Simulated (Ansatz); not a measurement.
## HgH2: from a first guess to the relaxed CdI2 type

First guess:

```xyz
3
Lattice="3.0789 0.0000 0.0000 -1.5394 2.6664 0.0000 0.0000 0.0000 4.9262" Properties=species:S:1:pos:R:3 pbc="T T T"
Hg    0.0000    0.0000    0.0000
H     0.0000    1.7776    1.2315
H     1.5394    0.8888    3.6946
```

These are results of DFT, PBE, PAW with Ansatz's default frozen-core files, scalar-relativistic in Ansatz 0.2.0, not measurements.

Cell and atoms relax within the symmetry of the start on a 15×15×8 k mesh with 0.05 eV Fermi–Dirac smearing.

The start is built from a prototype, known or not as a phase of this compound; the cutoff is 420 eV.

No spin–orbit coupling, which matters for the heavy atoms here.

(1) What is the pressure of the first guess?

(2) What does it relax to?

(3) How much energy does the relaxation release?

Answers

(1) 1.44 GPa.

(2) a = 3.269 Å, b = 3.269 Å, c = 5.297 Å, α = 90.00°, β = 90.00°, γ = 120.00° (conventional cell), 16.35 Å³ per atom:
```xyz
3
Lattice="3.2694 0.0000 0.0000 -1.6347 2.8314 0.0000 0.0000 0.0000 5.2973" Properties=species:S:1:pos:R:3 pbc="T T T"
Hg    0.0000    0.0000    0.0000
H     0.0000    1.8876    0.9397
H     1.6347    0.9438    4.3576
```

(3) 71 meV/atom.
